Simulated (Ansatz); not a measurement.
# CuNi₂: zone-centre modes

The calculation used Ansatz, DFT PBE, scalar-relativistic, plane waves, PAW. Cutoff 420 eV, 18×18×4 k-points (Γ-centred), Gaussian smearing of 0.20 eV. Collinear spin, site moments 0.0, 0.0, -0.7, -0.5, -0.5, -0.1 μB. Phonons by linear response, acoustic sum rule imposed.

Equilibrium structure at this level:
```yaml
crystal:
  lattice:
    - [2.50152, 0.00000, 0.00000]
    - [-1.25076, 2.16638, 0.00000]
    - [0.00000, 0.00000, 12.42568]
  atoms:
    - { symbol: Cu, position: [0.00000, 0.00000, 0.16791] }
    - { symbol: Cu, position: [0.00000, 0.00000, 0.83209] }
    - { symbol: Ni, position: [0.00000, 0.00000, 0.50000] }
    - { symbol: Ni, position: [0.33333, 0.66667, 0.33701] }
    - { symbol: Ni, position: [0.33333, 0.66667, 0.66299] }
    - { symbol: Ni, position: [0.33333, 0.66667, 0.00000] }
```

The cell was found from a structure generator's guess, not taken from experiment. In a metal, frequencies depend on the k mesh and the smearing, soft modes most.

Question: Is this structure stable against zone-centre distortions?

Answer: Yes, at Γ: no optical mode is imaginary. Strains and other wave vectors aren't tested by this run.

Question: List the optical modes at Γ (i marks imaginary ones).

Answer:
```tsv
frequency (THz)	degeneracy
1.80	2
1.87	2
3.08	2
3.15	2
3.89	2
4.44	1
4.52	1
7.20	1
7.43	1
8.24	1
```
